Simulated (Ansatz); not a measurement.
CdSe:
```yaml
crystal:
  lattice:
    - [4.34018, 0.00000, 0.00000]
    - [-2.17009, 3.75870, 0.00000]
    - [0.00000, 0.00000, 7.07772]
  atoms:
    - { symbol: Cd, position: [0.66667, 0.33333, 0.00056] }
    - { symbol: Cd, position: [0.33333, 0.66667, 0.50056] }
    - { symbol: Se, position: [0.66667, 0.33333, 0.62464] }
    - { symbol: Se, position: [0.33333, 0.66667, 0.12464] }
```

Plane-wave PAW r²SCAN (Ansatz code) gives a gap of 1.10 eV without spin–orbit coupling, maximum at Γ, minimum at Γ.

**Question.** What happens when spin–orbit coupling is switched on?

**Answer.** The gap shrinks by 0.11 eV, to 0.99 eV; maximum at Γ, minimum at Γ.

**Question.** Give the electron effective mass with spin–orbit coupling.

**Answer.** 0.091, 0.098, 0.098 mₑ (principal values).

**Question.** Give the hole effective mass with spin–orbit coupling.

**Answer.** 0.18, 0.18, 1.5 mₑ (principal values).

Space group P6_3mc (wurtzite). Symmetry was held in the r²SCAN relaxation.

Potentials: the later of the program's two PAW sets.
